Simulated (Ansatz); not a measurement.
Here is an unrelaxed guess for SmBeB4.

```yaml
crystal:
  lattice:
    - [3.14260, 0.00000, 0.00000]
    - [-1.57130, 2.72157, 0.00000]
    - [0.00000, 0.00000, 6.71822]
  atoms:
    - { symbol: Sm, position: [0.00000, 0.00000, 0.50000] }
    - { symbol: Be, position: [0.00000, 0.00000, 0.00000] }
    - { symbol: B, position: [0.33333, 0.66667, 0.74077] }
    - { symbol: B, position: [0.33333, 0.66667, 0.25923] }
    - { symbol: B, position: [0.66667, 0.33333, 0.74077] }
    - { symbol: B, position: [0.66667, 0.33333, 0.25923] }
```

Theory: DFT PBE, scalar-relativistic, plane waves, PAW, and for the lanthanide a 4f-in-core norm-conserving potential, in Ansatz. Plane waves to 690 eV, a k mesh through Γ of 6×6×4 on the computed 6-atom cell and Gaussian smearing (0.10 eV); no spin polarisation.

Energies over the elements count from the elements' standard structures at the same level, with no fitted energy shifts.

Q: Estimate its pressure, forces and energy as it stands.

A: The pressure is 25.7 GPa (the mean over three directions, positive in compression), the largest force is 3.47 eV/Å, and the energy is +0.42 eV/atom against the elements. The shortest distance is 1.81 Å.

Q: How much does it gain on relaxing, and where does it end?

A: Relaxing gains about 0.48 eV/atom (the start's value is from the coarse mesh, so the gain is rough) in 12 ionic steps and ends at −0.06 eV/atom on the finer mesh. The symmetry stays P6/mmm (No. 191). The volume per atom grows by 0.6 %, from 9.6 to 9.6 Å³. The shortest distance goes from 1.81 Å (B–B) to 1.80 Å (B–B). Conventional cell: a = 3.113 Å, c = 6.888 Å. Sm has 12 B at 2.76 Å and 6 Sm at 3.11 Å; Be is surrounded by 12 B at 2.25 Å; B has 3 B at 1.80 Å, 3 Be at 2.25 Å, 1 B at 2.71 Å and 3 Sm at 2.76 Å.

The last run used a 12×12×6 mesh (in the run's order of axes) for its 6-atom cell and Gaussian smearing of 0.10 eV. The relaxation can't lower the symmetry of the start. Symmetry constrained the relaxation, so the result can be a saddle point.

The lanthanide is trivalent by construction, without f bands, f moments or other valences. The reference runs of the other elements, and any phases without the lanthanide, used 420 eV, which shifts energies against them by under 10 meV/atom. The lanthanide's reference is the lowest of its hcp, dhcp and fcc cells.
